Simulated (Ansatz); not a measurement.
This cell of AlP (zinc blende) is off equilibrium:

```
CELL_PARAMETERS angstrom
      0.00000     2.71173     2.71173
      2.71173     0.00000     2.71173
      2.71173     2.71173     0.00000
ATOMIC_POSITIONS crystal
  P  0.25000 0.25000 0.25000
  Al 0.00000 0.00000 0.00000
```

The numbers are results of PBE (plane waves to 420 eV, PAW, scalar-relativistic; Ansatz, a program for electronic structure), not measurements. k mesh 10×10×10 (Γ-centred), Fermi-Dirac smearing 0.05 eV. E stands for the smeared free energy. Stress and pressure are positive under compression. AlP was relaxed with its symmetry unable to fall. The PAW data are Ansatz's earlier set.

**Question.** What is the stress tensor (GPa)?

**Answer.** 
```
   4.19     0.00     0.00
   0.00     4.19     0.00
   0.00     0.00     4.19
```
The pressure, a third of the trace, is 4.19 GPa.

**Question.** It is the relaxed cell scaled evenly to V/V₀ = 0.955, atoms relaxed where free. What is its energy relative to the relaxed cell?

**Answer.** 11.8 meV/atom.

(Under strain, the slope of the energy per volume gives the stress and its curvature an elastic modulus.)
